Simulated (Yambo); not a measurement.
Quantum ESPRESSO input (LDA, PseudoDojo standard norm-conserving files, scalar-relativistic) whose wavefunctions are converted with p2y:

```
&CONTROL
  calculation = 'nscf'
  pseudo_dir = './pseudo'
  outdir = './out'
/
&SYSTEM
  ibrav = 0
  nat = 2
  ntyp = 2
  ecutwfc = 80.0
  ecutrho = 320.0
  occupations = 'fixed'
  force_symmorphic = .true.
  nbnd = 154
/
&ELECTRONS
  conv_thr = 2e-09
  diago_full_acc = .true.
  diago_thr_init = 1e-08
/
ATOMIC_SPECIES
P 30.9738 P.upf
Ga 69.7230 Ga.upf
CELL_PARAMETERS angstrom
  0.000000000000   2.694007265000   2.694007265000
  2.694007265000   0.000000000000   2.694007265000
  2.694007265000   2.694007265000   0.000000000000
ATOMIC_POSITIONS crystal
P   0.750000000000   0.750000000000   0.750000000000
Ga   0.000000000000   0.000000000000   0.000000000000
K_POINTS automatic
2 2 2 0 0 0
```

Yambo's initialisation report on symmetry, reciprocal space, the k grid and the gaps on this mesh:

```
  [02.02] Symmetries
  ==================

  Inversion symmetry    : yes
  Spatial inversion     : no
  Inversion index       :  25
  K-space Time-reversal : yes
  Magnetic symmetries   : no
  Time-reversal derived K-space symmetries:   25   48
  Group table correct   : yes
  Symmetries units      :  [cc]

  [02.03] Reciprocal space
  ========================

  nG shells         :  283
  nG charge         :  25605
  nG WFs            :   3821
  nC WFs            :   3250
  G-vecs. in first 28 shells:  [ Number ]
     1    9   15   27   51   59   65   89  113
    137   169   181   229   259   283   307   331   339
    387   411   459   531   537   561   609   645   701
    725
  ...
  Shell energy in first 28 shells:  [ mHa ]
    0.00000      571.210      761.613      1523.23      2094.44      2284.84      3046.45      3617.66      3808.07
    4569.68      5140.89      6092.91      6664.12      6854.52      7616.13      8187.34      8377.75      9139.36
    9710.57      9900.97      10662.6      11233.8      12185.8      12757.0      12947.4      13709.0      14280.2
    14470.7
  ...

  [02.04] K-grid lattice
  ======================

  Compatible Grid is   : 3D
  Base K vectors       :  K_min[ 1 ]  K_min[ 2 ]  K_min[ 3 ]
  K_min[ 1 ] : -0.500000  0.000000  0.000000 [rlu]
  K_min[ 2 ] :  0.000000  0.000000 -0.500000 [rlu]
  K_min[ 3 ] :  0.000000 -0.500000  0.000000 [rlu]
  Grid dimensions      :  2  2  2
  K lattice UC volume  :  0.117497 [a.u.]

  IBZ K-points                                      :  3
  BZ  K-points                                      :   8

  K/Q-points units:
  rlu = crystal or reduced units; cc = cartesian coordinates; iku = interal k-units

  K [1]          [rlu]:  0.000000  0.000000  0.000000
         WF components:  3143
  K [2]          [rlu]:  0.000000  0.000000 -0.500000
         WF components:   3178
  K [3]          [rlu]:  0.000000 -0.500000 -0.500000
         WF components:   3250

  [02.05] Energies & Occupations
  ==============================

  [X] === General ===
  [X] Electronic Temperature                        :  0.000000  0.000000 [eV K]
  [X] Bosonic    Temperature                        :  0.000000  0.000000 [eV K]
  [X] Finite Temperature mode                       : no
  [X] El. density                                   :  0.46031E+24 [cm-3]
  [X] Fermi Level                                   :  7.821043 [eV]

  [X] === Gaps and Widths ===
  [X] Conduction Band Min                           :  1.438393 [eV]
  [X] Valence Band Max                              :  0.000000 [eV]
  [X] Filled Bands                                  :   9
  [X] Empty Bands                                   :   10  154
  [X] Direct Gap                                    :  1.890851 [eV]
  [X] Direct Gap localized at k                     :  1
  [X] Indirect Gap                                  :  1.438393 [eV]
  [X] Indirect Gap between kpts                     :  1  3
  [X] Last valence band width                       :  2.827388 [eV]
  [X] 1st conduction band width                     :  0.452458 [eV]
```
The gaps are LDA values on this mesh alone; only operations without fractional translations are kept.

Spin-orbit coupling is not included.

Geometry relaxed with LDA.
